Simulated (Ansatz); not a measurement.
ZnSe (zinc blende) is sheared across one {111} plane, shuffle cut: the third cell vector gains the shift, so faults repeat every 9.8 Å. The cut lies between planes 2.44 Å apart; the cell height is held.

```
ZnSe
1.0
    3.98350     0.00000     0.00000
    1.99175     3.44981     0.00000
    0.00000     0.00000     9.75753
Se Zn
3 3
Direct
  0.66667   0.66667   0.87500
  0.33333   0.33333   0.20833
  0.00000   0.00000   0.54167
  0.00000   0.00000   0.79167
  0.66667   0.66667   0.12500
  0.33333   0.33333   0.45833
```

In-plane vectors a = (3.983, 0.000) Å, b = (1.992, 3.450) Å, area 13.74 Å². The shift is s times the vector a + b (length 6.900 Å), so s = 1 restores the start. Atoms relax along the normal only. γ = [E(shift) − E(0)] / area.

These are PBEsol (plane waves to 420 eV, PAW, scalar-relativistic; Ansatz, a quantum-chemistry and plane-wave program) values and carry that method's errors. k mesh 8×8×3 (Γ-centred), Fermi-Dirac smearing 0.05 eV. Energies are extrapolated to zero smearing. Faults lie only 9.8 Å apart, and holding the cell height raises γ above its relaxed value. ZnSe was relaxed with its symmetry unable to fall. γ is measured from zero shift.

### Question
What γ·area (meV/cell) does the calculation give at s = 0.083, 0.250, 0.500, 0.583, 0.750?

### Answer
```json
[
 {"s": "0.083", "γ·area (meV/cell)": "93"},
 {"s": "0.250", "γ·area (meV/cell)": "804"},
 {"s": "0.500", "γ·area (meV/cell)": "686"},
 {"s": "0.583", "γ·area (meV/cell)": "616"},
 {"s": "0.750", "γ·area (meV/cell)": "544"}
]
```

(The slope of γ gives the shear force per area between the displaced halves; near zero shift its curvature is an elastic stiffness.)
